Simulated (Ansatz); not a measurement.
LiH in the rocksalt structure, relaxed with r2SCAN, was run in the plane-wave code Ansatz under altered settings. All numbers are computed, without spin polarisation but where a row says otherwise.

```
CELL_PARAMETERS angstrom
0.00000 2.00299 2.00299
2.00299 0.00000 2.00299
2.00299 2.00299 0.00000
ATOMIC_POSITIONS crystal
Li 0.00000 0.00000 0.00000
H 0.50000 0.50000 0.50000
```

The base run's other keys:
```yaml
kpoints:
  mp_grid: { grid: [6, 6, 6] }
hamiltonian:
  xc: hse06
scf:
  occupations: { method: fixed }
  n_extra_bands: 4
```

It takes 10 iterations with 331 plane waves at 420 eV and 16 k points, and leaves a mean stress of -0.48 GPa. The gap over this mesh is 3.972 eV.

Outcomes, with energy and stress as changes against the base:

| setting | outcome | ΔF (meV/atom) | Δ mean stress (GPa) | gap on the mesh (eV) | iterations |
| --- | --- | --- | --- | --- | --- |
| PBE hybrid, exx coeff 0.3, omega 0.2078 1/Å | converged | – | -0.1 | 4.178 | 10 |
| PBE hybrid, exx coeff 0.75, omega 0.3 1/Å | converged | – | -1.0 | 5.499 | 14 |
| scf.exx.q_mesh: [5, 5, 5] | refused | – | – | – | – |
| scf.exx.ecutfock_ratio: 2 | converged | 0.0 | 0.0 | 3.972 | 10 |
| hamiltonian.dispersion: d4 | converged | -63 | -1.1 | 3.972 | 10 |
| scf.mixing.preconditioner: kerker | converged | 0.0 | 0.0 | 3.972 | 10 |

A dash marks a value that wasn't obtained or can't be compared. Stress is positive in compression.

- PBE hybrid, exx coeff 0.3, omega 0.2078 1/Å. That is 30 % exact exchange, screened with ω = 0.2078 1/Å, against HSE06's 25 % screened at 0.208 1/Å. The mean stress moves by -0.1 GPa and the gap on the mesh by +0.206 eV (to 4.178). Totals of different functionals aren't comparable.
- PBE hybrid, exx coeff 0.75, omega 0.3 1/Å. That is 75 % exact exchange, screened with ω = 0.3 1/Å, against HSE06's 25 % screened at 0.208 1/Å. The mean stress moves by -1.0 GPa and the gap on the mesh by +1.527 eV (to 5.499). Totals of different functionals aren't comparable.
- scf.exx.q_mesh: [5, 5, 5]. It is rejected at once. Error: invalid value for `scf.exx.q_mesh`: must divide elementwise kpoints.mp_grid.grid
- hamiltonian.dispersion: d4. The free energy moves by -63 meV an atom, the mean stress by -1.1 GPa and the gap on the mesh by 0.000 eV (to 3.972). A pairwise correction adds to energy, forces and stress and leaves the bands alone.

Within 1 meV an atom, 0.1 GPa and 0.005 eV of the base stay: scf.exx.ecutfock_ratio: 2; scf.mixing.preconditioner: kerker.

The stress of a hybrid is loosely converged in these runs.

The meshes of the hybrids are coarse, so their gaps aren't converged to the digits shown.
